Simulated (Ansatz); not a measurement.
ZnCu2SnS4:
```
CELL_PARAMETERS angstrom
     -2.73393     2.73393     5.46797
      2.73393    -2.73393     5.46797
      2.73393     2.73393    -5.46797
ATOMIC_POSITIONS crystal
  Cu 0.00000 0.00000 0.00000
  Cu 0.75000 0.25000 0.50000
  Zn 0.25000 0.75000 0.50000
  Sn 0.50000 0.50000 0.00000
  S  0.63687 0.62894 0.52460
  S  0.10435 0.11227 0.47540
  S  0.37106 0.89565 0.00792
  S  0.88773 0.36313 0.99208
```

Relaxed with PBE. Special points in fractions of this cell's reciprocal vectors: Γ (0.000, 0.000, 0.000); X (0.000, 0.000, 0.500); P (0.250, 0.250, 0.250); N (0.000, 0.500, 0.000); M (0.500, 0.500, -0.500); S (0.312, 0.688, -0.312); S0 (-0.312, 0.312, 0.312); R (-0.125, 0.125, 0.500); G (0.500, 0.500, -0.125).

Q: List the band energies nearest the Fermi level at these points for the program Ansatz at the PBE level (PAW).

A: In eV from the Fermi level; about four levels below and three above (degenerate sets whole), none deeper than 8.9 eV; points with the same levels are listed once.

| k | below | above |
|---|---|---|
| Γ | -1.46 -0.09 -0.09 -0.03 | 0.01 1.92 2.63 |
| X | -0.83 -0.73 -0.53 -0.42 | 0.44 2.18 3.00 |
| P | -0.79 -0.79 -0.61 -0.60 | 0.67 2.66 2.93 |
| N | -1.19 -1.13 -1.02 -0.52 | 1.39 2.99 3.18 |
| M | -1.15 -1.15 -1.14 -0.87 -0.87 | 1.11 1.96 1.96 |
| S | -1.32 -1.06 -0.71 -0.59 | 1.29 2.37 3.00 |
| R | -0.85 -0.78 -0.69 -0.60 | 0.67 2.38 3.38 |

Space group I-4. The PBE relaxation kept the symmetry of its start. The run is not spin-polarised. The Fermi level of a semimetal is unsure by some 0.05 eV on such meshes. Scalar-relativistic: spin–orbit coupling is off unless named, which matters more the heavier the elements.

Potentials: the later of the program's two PAW sets.
